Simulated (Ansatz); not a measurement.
KI (rock salt)

```yaml
crystal:
  lattice:
    - [0.00000, 3.54577, 3.54577]
    - [3.54577, 0.00000, 3.54577]
    - [3.54577, 3.54577, 0.00000]
  atoms:
    - { symbol: I, position: [0.00000, 0.00000, 0.00000] }
    - { symbol: K, position: [0.50000, 0.50000, 0.50000] }
```

The slice is a {111} plane (indices of the conventional cell) through the point (0.500, 0.500, 0.500) (fractional), spanned by u = [100] and v = [-1 2 0] in vectors of this cell: u (5.01 Å) and v (8.69 Å, at 90° to u). It covers one period; positions are fractions (u, v).

Calculation: r2SCAN (plane waves to 500 eV, PAW, scalar-relativistic; Ansatz, a first-principles code). k mesh 8×8×8. Inside the PAW spheres the values are not all-electron values, and peaks at nuclei hang on which shells count as valence. KI was relaxed with its symmetry unable to fall. Spin-orbit coupling is left out, though I is heavy.

Q: Sketch the electron localisation function (ELF) on this plane as a map.

A: 
```
|xx@%:       :%@x|
|@@@*         *@@|
|@%*.   :::   .*%|
|-:    .-=-.    :|
|      :-=-:     |
|      .:-:.     |
|..     ...     .|
|-:.           .:|
|=-:           :-|
|=-.    :-:    .-|
|::   .*%@%*.   :|
|     *@@@@@*    |
|    :%@xxx@%:   |
|    -@@xxx@@-   |
|    :%@xxx@%:   |
|     *@@@@@*    |
|::   .*%@%*.   :|
|=-.    :-:    .-|
|=-:           :-|
|-:.           .:|
|..     ...     .|
|      .:-:.     |
|      :-=-:     |
|-:    .-=-.    :|
|@%*.   :::   .*%|
|@@@*         *@@|
|xx@%:       :%@x|
|xx@@-       -@@x|
```
Scale: ten equal steps from 0.01 (start of ' ') to 0.88 (end of '@'), in the order ' .:-=+*#%@'. Values: electron localisation function (ELF). The map has 16 points along u (one character each, u = 0 at the left) and 28 along v (v = 0 in the bottom row). Points within 0.5 Å of a nucleus are blanked (x), as the pseudised field means little there.
